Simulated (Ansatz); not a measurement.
Zr2SiB2:
```
Zr2SiB2
1.0
    3.18752     0.00000     0.00000
   -1.59376     2.76047     0.00000
    0.00000     0.00000     7.80270
Zr Si B
2 1 2
Direct
  0.33333   0.66667   0.72037
  0.33333   0.66667   0.27963
  0.00000   0.00000   0.00000
  0.00000   0.00000   0.50000
  0.66667   0.33333   0.50000
```

Relaxed with PBE. Special points in fractions of this cell's reciprocal vectors: Γ (0.000, 0.000, 0.000); M (0.500, 0.000, 0.000); K (0.333, 0.333, 0.000); A (0.000, 0.000, 0.500); L (0.500, 0.000, 0.500); H (0.333, 0.333, 0.500).

List the band energies nearest the Fermi level at these points for plane-wave PAW PBE with spin–orbit coupling (Ansatz code).

In eV from the Fermi level; about four levels below and three above (degenerate sets whole), none deeper than 8.9 eV; points with the same levels are listed once.

| k | below | above |
|---|---|---|
| Γ | -1.98 -1.98 -1.79 -1.79 | 1.02 1.02 1.06 1.06 |
| M | -2.01 -2.01 -0.94 -0.94 | 1.64 1.64 2.37 2.37 |
| K | -2.10 -2.06 -0.08 -0.02 | 1.69 1.73 1.84 |
| A | -1.97 -1.97 -0.81 -0.81 | 0.87 0.87 0.97 0.97 |
| L | -2.39 -2.39 -1.23 -1.23 | 0.90 0.90 1.69 1.69 |
| H | -2.17 -2.17 -2.11 -0.27 -0.21 | 2.87 2.91 2.93 |

Space group P-6m2. The start of the workflow was typed in or built on a structure type; neither database checked (COD, Materials Project) lists it. Its standing as an ambient phase is unchecked. The cell was relaxed with PBE under the symmetry of its start; its stability against distortions is not shown here. The run is not spin-polarised.

Potentials: the earlier of the program's two PAW sets.
